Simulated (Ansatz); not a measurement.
**Kick test of a cell of SiSbTe3**

The cell was found from a structure generator's guess, not taken from experiment.

Level of theory: Ansatz 0.2.0, DFT PBE, scalar-relativistic, plane waves, PAW. Plane waves to 420 eV, a k mesh through Γ of 8×8×8 on the computed 5-atom cell and Gaussian smearing (0.10 eV); no spin polarisation.

The cell below (5 atoms, space group Pm-3m (No. 221)) is relaxed within its symmetry.

```
Si Sb Te
1.0
     5.26679    0.00000    0.00000
     0.00000    5.26679    0.00000
     0.00000    0.00000    5.26679
Si Sb Te
1 1 3
Direct
  0.00000 0.00000 0.00000
  0.50000 0.50000 0.50000
  0.50000 0.00000 0.00000
  0.00000 0.50000 0.00000
  0.00000 0.00000 0.50000
```

For the test a repeat of it with 10 atoms (edges 5.27, 5.27, 10.53 Å) was strained at random (σ = 1.5 % a component), the atoms were moved at random (σ = 0.05 Å), and all was relaxed again on a coarse 4×4×2 mesh (in the run’s order of axes) with 0.20 eV smearing, with no symmetry imposed.

Spin–orbit coupling, which can matter for Sb and Te, is left out. An odd number of electrons in the primitive cell allows no gap without spin; a larger cell or a magnetic state could open one. The cell is a metal run without spin; a magnetic state may lie lower.

Question: Does it come back?

Answer: It doesn't return. The energy falls by 416 meV/atom on that mesh, the volume changes by 25.4 %, and the end has space group Cm (No. 8) at a loose tolerance. Relaxed again on an 8×8×6 mesh with 0.10 eV smearing, the new structure lies 325 meV/atom below the first (mesh in the axes of the run's cell; the cell below is made exact in the group named). Space group Cm (No. 8), monoclinic, a = 7.745 Å, b = 7.497 Å, c = 6.417 Å, β = 96.4°. Around Si lie 1 Te at 2.54 Å, 2 Te at 2.70 Å and 2 Te at 2.91 Å; around Sb lie 3 Te at 2.86–2.92 Å; Te on a site of symmetry 1 has 1 Si at 2.70 Å, 1 Sb at 2.86 Å and 1 Si at 2.91 Å; Te on a site of symmetry m has 1 Si at 2.54 Å and 1 Sb at 2.92 Å.

Space group Cm (No. 8). a = 7.745 Å, b = 7.497 Å, c = 6.417 Å, α = 90.00°, β = 96.39°, γ = 90.00°
```tsv
atom	site	symmetry	x	y	z
Si	2a	m	0.4444	0.5000	0.9529
Sb	2a	m	0.1135	0.5000	0.3441
Te	4b	1	0.2360	0.2379	0.0707
Te	2a	m	0.4658	0.5000	0.5602
```
